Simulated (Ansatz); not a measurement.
# Si vacancy in EuSi3Rh

All numbers are calculated (PBEsol, collinear spin, no spin-orbit coupling; Ansatz, PAW set soft_2, 420 eV, k-mesh 4×4×2 shifted by half a step), not measured.

The relaxed host crystal (no gap at this level of theory):

```
Eu Rh Si
1.0
    -2.08170    2.08170    4.90792
     2.08170   -2.08170    4.90792
     2.08170    2.08170   -4.90792
Eu Rh Si
1 1 3
Direct
  0.00068 0.00068 0.00000
  0.65419 0.65419 0.00000
  0.41592 0.41592 0.00000
  0.26361 0.76361 0.50000
  0.76361 0.26361 0.50000
```

Supercell of 20 atoms, rows of the matrix [[-1,1,0],[-1,-1,-2],[-1,-1,0]] times the cell vectors; Si vacancy at (0.416, 0.416, 0.000) in fractions of the cell above. Atoms are relaxed at the host's cell, from a start shaken by 0.03 Å near the defect.

Question: How does the lattice relax around the defect?

Answer: Distances from the empty Si site (Å), by shell of the perfect crystal:

```
shell  perfect crystal  relaxed, charge 0
 1 Rh             2.34               2.34
 4 Si             2.56               2.71
```

```csv
charge,moment of the cell (μB),gap of the cell on the mesh (eV)
0,26.65,0.00
```

At charge 0 the unpaired electrons sit on atoms with moments (μB): 4 Eu of 6.54 to 6.58.

Formation energy of the neutral defect: 2.16 eV, taking atoms from and to the elements' standard states (no corrections for gases), so it belongs to those chemical potentials alone.

Caveats: 4f shell without a U, which puts 4f levels too near the Fermi level; open f or d shells may hold a state above the lowest; small supercell, so energies and levels can be off by tenths of an eV; one random start near the defect, so other minima are possible.
